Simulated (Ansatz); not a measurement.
**Lattice vibrations of Ti at Γ at 8 GPa**

Level of theory: DFT LDA, scalar-relativistic, plane waves, PAW (Ansatz). Plane waves to 420 eV; Γ-centred k mesh 18×18×10; Fermi-Dirac smearing of 0.15 eV. No spin polarisation. Phonons by linear response, acoustic sum rule imposed.

The cell, relaxed at 8 GPa:
```
Ti
1.0
     2.80707    0.00000    0.00000
    -1.40354    2.43099    0.00000
     0.00000    0.00000    4.46758
Ti
2
Direct
  0.33333 0.66667 0.25000
  0.66667 0.33333 0.75000
```

In a metal, frequencies and elastic constants depend on the k mesh and the smearing, soft modes and shear constants most.

(1) Is this structure stable against zone-centre distortions?

(2) List the optical modes at Γ (i marks imaginary ones).

Answers

(1) Yes, at Γ: no optical mode is imaginary. Strains and other wave vectors aren't tested by this run.

(2)
| frequency (cm⁻¹) | degeneracy |
| --- | --- |
| 86 | 2 |
| 252 | 1 |